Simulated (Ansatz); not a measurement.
TiO2:
```yaml
crystal:
  lattice:
    - [4.64324, 0.00000, 0.00000]
    - [0.00000, 4.64324, 0.00000]
    - [0.00000, 0.00000, 2.96392]
  atoms:
    - { symbol: Ti, position: [0.00000, 0.00000, 0.00000] }
    - { symbol: Ti, position: [0.50000, 0.50000, 0.50000] }
    - { symbol: O, position: [0.30513, 0.30513, 0.00000] }
    - { symbol: O, position: [0.19487, 0.80513, 0.50000] }
    - { symbol: O, position: [0.69487, 0.69487, 0.00000] }
    - { symbol: O, position: [0.80513, 0.19487, 0.50000] }
```

x, y and z are the axes in which the lattice vectors are written.

Question: Give the high-frequency dielectric tensor and the Born effective charge tensors of the independent atoms from DFPT, PBE in the plane-wave PAW code Ansatz.

Answer: 
ε∞:
```
7.32  0.00  0.00
0.00  7.32  0.00
0.00  0.00  8.90
```
Z* of atom 1 (Ti), rows: field, columns: displacement, in e:
```
6.21  1.01  0.00
1.01  6.21  0.00
0.00  0.00  7.74
```
Z* of atom 3 (O), rows: field, columns: displacement, in e:
```
-3.11  -1.77   0.00
-1.77  -3.11   0.00
 0.00   0.00  -3.87
```

Static charges for comparison (Bader): Ti1 +2.28, O3 -1.14 e. Born charges measure polarisation by displacement and can exceed these by far.

Space group P4_2/mnm (rutile). Symmetry was held in the PBE relaxation. At this level the phase is dynamically unstable (imaginary phonons). No spin polarisation was allowed.

Potentials: the later of the program's two PAW sets.
